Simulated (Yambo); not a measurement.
A G0W0@PBEsol run in Yambo for BaO (NiAs type, space group P6_3/mmc, No. 194) under isotropic strain of -0.7 % on all lattice vectors (6×6×2 Γ-centred k mesh, 121 bands and a 7 Ry block in the screening, 121 bands in G with the Bruneval-Gonze terminator, plasmon pole fitted at 27.2 eV) gives these matrix elements, in eV, at the band edges (H → M):

```
state               E0    <Vxc>     <Σx>  <Σc(E0)>      Z
---------------  -----  -------  -------  --------  -----
valence edge     0.000  -18.666  -23.564     4.131  0.777
conduction edge  2.420   -9.583   -5.121    -3.867  0.843
```

Q: Solve the linearised quasiparticle equation for both states, give the gap, and say how exchange and correlation each act on it.

A: E = E0 + Z(Σx + Σc − Vxc). Valence: 0.000 + 0.777 × (-23.564 + (4.131) − (-18.666)) = -0.60 eV. Conduction: 2.420 + 0.843 × (-5.121 + (-3.867) − (-9.583)) = 2.92 eV. The gap is 3.52 eV, against 2.42 eV in PBEsol. Replacing Vxc by bare exchange alone would open it by 9.36 eV; correlation takes back 8.00 eV of that, and Z scales what is left. Convergence of the G0W0 settings was not tested. 

Geometry strained from the cell relaxed with PBEsol, atoms relaxed again; primitive cell a = b = 3.717 Å, c = 6.487 Å, α = β = 90.00°, γ = 120.00°.

This is not the ordinary phase of the substance; no match was found in the copy of COD used, and its stability was not checked.
